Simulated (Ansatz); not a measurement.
According to DFT-LDA in the program Ansatz with PAW potentials, ZnSnO3 in the trigonal phase (R3c; Zn on 6a, Sn on 6a, O on 18b) relaxes to a = 5.225 Å, c = 13.863 Å. Sn has 6 nearest neighbours from 2.03 Å (octahedral). Its formation energy from the elements is -1.66 eV/atom, with no fitted shifts.

It is gapped at this level: 1.45 eV (direct). The valence maximum lies at Γ and the conduction minimum at Γ. Electrons at the band edge weigh 0.21 mₑ (isotropic).

An equation-of-state fit gives a bulk modulus of 195 GPa. The relaxed-ion elastic constants in GPa are C11 = 339, C12 = 165, C13 = 135, C14 = 1.1, C33 = 266, C44 = 75.5. The elastic constants imply a Debye temperature near 509 K. Perturbation theory gives ε∞ = 4.86 (xx = yy), 4.68 (zz). Letting the ions move raises it to ε0 = 13.2 (xx = yy), 21.2 (zz). Born charges are Zn +2.30, Sn +4.22, O -2.17 e. The phonon dispersion is stable (no imaginary branch). Without the LO–TO term the highest mode at Γ lies at 689 cm⁻¹.

Symmetry was held in the LDA relaxation. The references are the lowest solids computed at this level, not always the standard phases (solids in place of the gases). Scalar-relativistic: spin–orbit coupling is off unless named, which matters more the heavier the elements.

Potentials: the later of the program's two PAW sets.
